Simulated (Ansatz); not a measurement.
# Kick test of a cell of Ga₅As₃P₂

The structure comes from a generated guess, relaxed at this level; another structure or a mixture of phases may lie lower.

Theory: DFT PBE, scalar-relativistic, plane waves, PAW in Ansatz 0.2.0. Settings: cutoff 420 eV, Γ-centred mesh 10×10×10 on the computed 10-atom cell, Gaussian smearing of 0.02 eV; no spin polarisation.

The cell below (10 atoms, space group I-4m2 (No. 119)) is relaxed within its symmetry.

```
Ga P As
1.0
    -1.99596    1.99596   14.13423
     1.99596   -1.99596   14.13423
     1.99596    1.99596  -14.13423
Ga P As
5 2 3
Cartesian
  0.0000 0.0000 19.7440
  0.0000 0.0000 8.5244
  0.0000 0.0000 25.5694
  0.0000 0.0000 14.1342
  0.0000 0.0000 2.6991
  0.0000 1.9960 12.7844
  0.0000 1.9960 1.3499
  1.9960 0.0000 9.9789
  1.9960 0.0000 4.1553
  0.0000 1.9960 7.0671
```

For the test it was strained at random (σ = 1.5 % a component), the atoms were moved at random (σ = 0.10 Å), and all was relaxed again on a coarse 4×4×4 mesh (in the run’s order of axes) with 0.10 eV smearing, with no symmetry imposed.

Q: Does it come back?

A: It returns, within 1 meV/atom of the unmoved cell on that mesh and with the same symmetry when read at 0.1 Å. So it is stable against the distortions that fit this cell and that this random move excites. Modes that don't fit the cell aren't tested.
